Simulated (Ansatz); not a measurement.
Level of theory: DFT PBE, scalar-relativistic, plane waves, PAW (Ansatz). Settings of the last relaxation (6-atom cell): 420 eV, 6×6×6 k points, Gaussian smearing of 0.02 eV, no spin polarisation.

Formation energies are uncorrected and refer to the elements' standard structures at the same level (O₂ as a molecule).

Problem. Propose a candidate for a trigonal semiconductor made of Be, Ca and O, with a gap near 0.7 eV, a formation energy near −2.24 eV/atom and about 15 Å³ per atom, in a cell of 6 atoms.

Solution. CaBe₂O₃, space group R-3m (No. 166). Ca has 2 Be at 2.32 Å and 6 O at 2.48 Å; Be is surrounded by 3 O at 1.55 Å and 1 Ca at 2.32 Å; O is surrounded by 2 Be at 1.55 Å and 2 Ca at 2.48 Å.

```yaml
crystal:
  lattice:
    - [2.61024, 1.50702, 3.93044]
    - [-2.61024, 1.50702, 3.93044]
    - [0.00000, -3.01405, 3.93044]
  atoms:
    - { symbol: Ca, position: [0.00000, 0.00000, 0.00000] }
    - { symbol: Be, position: [0.80336, 0.80336, 0.80336] }
    - { symbol: Be, position: [0.19664, 0.19664, 0.19664] }
    - { symbol: O, position: [0.00000, 0.00000, 0.50000] }
    - { symbol: O, position: [0.50000, 0.00000, 0.00000] }
    - { symbol: O, position: [0.00000, 0.50000, 0.00000] }
```

| Property | Result |
| --- | --- |
| Volume per atom | 15.46 Å³ |
| Density | 1.90 g/cm³ |
| Formation energy | −2.237 eV/atom |
| Gap on the 6×6×6 mesh of the 6-atom cell | 0.75 eV |

The structure comes from a generated guess, relaxed at this level; another structure or a mixture of phases may lie lower. Other answers may fit too; this one was computed.

Kohn–Sham gaps at this level usually fall short of measured ones. A structure relaxed within its symmetry needn't be a true minimum. Another cell of CaBe2O3 relaxed alike, in P4mm, lies 56 meV/atom lower, so this cell isn't the stable form at this level.
